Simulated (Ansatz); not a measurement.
Here is the system:

AlNi:
Space group Cmcm (No. 63); a = 2.6401 Å, b = 9.2982 Å, c = 3.9724 Å, α = β = γ = 90.00°

```csv
atom,site,symmetry,x,y,z
Al,4c,m2m,0.0000,0.3440,0.2500
Ni,4c,m2m,0.0000,0.0782,0.2500
```
(The calculation used a cell of 4 atoms; values per cell refer to that cell.)

This is the r²SCAN-relaxed structure.

### Question
All from r²SCAN in the plane-wave PAW code Ansatz, unless another level is named. Predict the formation energy from the elements (no fitted shifts).

### Answer
-0.49 eV/atom.

### Question
Give the density of states at the Fermi level.

### Answer
0.42 states/eV per atom (mean over ±0.08 eV).

The start of the workflow was typed in or built on a structure type; neither database checked (COD, Materials Project) lists it. It is not the phase usual at ambient conditions (space group No. 221). Symmetry was held in the r²SCAN relaxation; its stability against distortions is not shown here. The workflow began spin-polarised and lost its moments. Axis ratios of metals converge slowly with the k-mesh, so a and c are less sure than the volume. The references are the lowest solids computed at this level, not always the standard phases.

Potentials: the earlier of the program's two PAW sets.
